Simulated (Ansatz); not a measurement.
Zr$_{2}$C in space group P4/nmm (No. 129; Zr on 2a, Zr on 2c, C on 2c) at seven volumes, plane-wave PAW PBE (Ansatz code), shape and atoms relaxed at each. One row is withheld.

```
V (Å³/atom)  P (GPa)
-----------  -------
14.052         17.85
14.515         10.94
14.979          5.06
15.442          0.00
15.905             ?
16.369         -8.01
16.832        -11.18
```

Task: Fit the shown pressures and predict the withheld one.

Result: Third-order Birch–Murnaghan: P = (3/2)B₀(x^(7/2) − x^(5/2))[1 + (3/4)(B′ − 4)(x − 1)] with x = (V₀/V)^(2/3). Least squares on the six rows gives V₀ = 15.443 Å³/atom, B₀ = 155.3 GPa, B′ = 4.17. At V = 15.905, x = 0.9805 and P = -4.31 GPa. The run itself gave -4.31 GPa.

A made-up cell: these elements were put on the sites of a structure type; neither database checked (COD, Materials Project) lists it. Its standing as an ambient phase is unchecked. The cell was relaxed with PBE under the symmetry of its start; its stability against distortions is not shown here. The run is not spin-polarised.

Potentials: the later of the program's two PAW sets.
